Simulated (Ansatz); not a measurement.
## Relaxing a structure of WSe₂

The start is a relaxed WSe2 cell shaken by Gaussian noise of σ = 0.08 Å a coordinate. The cell and all atomic positions are relaxed at zero pressure with PBE (plane waves to 420 eV, PAW, scalar-relativistic; Ansatz, an electronic-structure program). First-step values are on the input's coarse k-mesh.

Ansatz input (later rounds restart from its end on a renewed k-mesh):
Ansatz 0.2 input:
```yaml
crystal:
  lattice:
    - [7.2495993872, 0, 0]
    - [-3.6247996936, 6.2783372366, 0]
    - [0, 0, 8.2697683641]
  atoms:
    - { symbol: W, position: [0.511324608, -0.0003065024, 0.476777713] }
    - { symbol: W, position: [0.5031854534, 0.5093181344, 0.8294975154] }
    - { symbol: W, position: [-0.0158967037, 0.5059528377, 0.1686750706] }
    - { symbol: Se, position: [0.2037525465, 0.4046155706, 0.0089445893] }
    - { symbol: Se, position: [0.7830577476, 0.1888828333, 0.319594782] }
    - { symbol: Se, position: [0.6115304224, 0.7965067706, 0.6640046985] }
    - { symbol: Se, position: [0.8023686398, 0.6064768216, 0.0108697026] }
    - { symbol: Se, position: [0.1846319409, 0.7898504809, 0.3397309601] }
    - { symbol: Se, position: [0.4032669995, 0.192358849, 0.6600675797] }
basis: { ecutwfc: 420, ecutrho_ratio: 4, xc_grid: 2, fft_grid_basis: typed }
kpoints: { mp_grid: { grid: [4, 4, 3] } }
hamiltonian:
  xc: pbe
  dispersion: none
  pseudopotentials: { azcp: { folder: ./paw }, kind: paw }
scf: { occupations: { method: fermi_dirac, width: 0.05 } }
relax: { f_tol: 0.01, max_steps: 100, cell: { stress_tol: 0.02 } }
output: { forces: true, stress: true }
```

### Question
What is the largest force in the starting geometry, and on which atom (counted from 1)?

### Answer
About 4.9 eV/Å, on W1 (atoms numbered as listed).

### Question
By how much does the energy per atom fall from start to end?

### Answer
0.38 eV/atom.

### Question
How does the volume per atom move from start to end?

### Answer
-44.0 %, from 41.82 to 23.43 Å³/atom.

### Question
Is the parent structure recovered?

### Answer
It does not go back: it reaches P1 (No. 1), 0.29 eV/atom below the parent.

### Question
How do the shortest distances between atoms change?

### Answer
The closest pairs of elements (up to four, under 3.6 Å), start → end: Se–W 2.18 → 2.38 Å; W–W 4.37 → 2.65 Å; Se–Se 3.63 → 3.24 Å.

### Question
What band gap does the relaxed structure have at this level?

### Answer
Zero (metallic).

### Question
What does it relax into? Give the structure.

### Answer

```
CELL_PARAMETERS angstrom
      5.69796     0.00000     0.00000
      0.02459     6.48208     0.00000
      0.03488     3.20747     5.70900
ATOMIC_POSITIONS crystal
  W  0.60608 0.50737 0.36071
  W  0.14412 0.84597 0.66167
  W  0.83887 0.52172 0.00342
  Se 0.87272 0.14899 0.36024
  Se 0.92042 0.51367 0.63546
  Se 0.36875 0.19774 0.64399
  Se 0.95250 0.88180 0.99499
  Se 0.40771 0.53513 0.98914
  Se 0.41067 0.85405 0.33760
```

Final values are on a 8×8×8 k-mesh of the relaxed cell. No spin polarisation in the result.

The relaxed structure here is a generated cell of WSe2: the first start was made by placing the elements on the sites of a structure type, and the end was not matched to a known phase here, so it may be hypothetical. Known forms of WSe2 include space group No. 194.
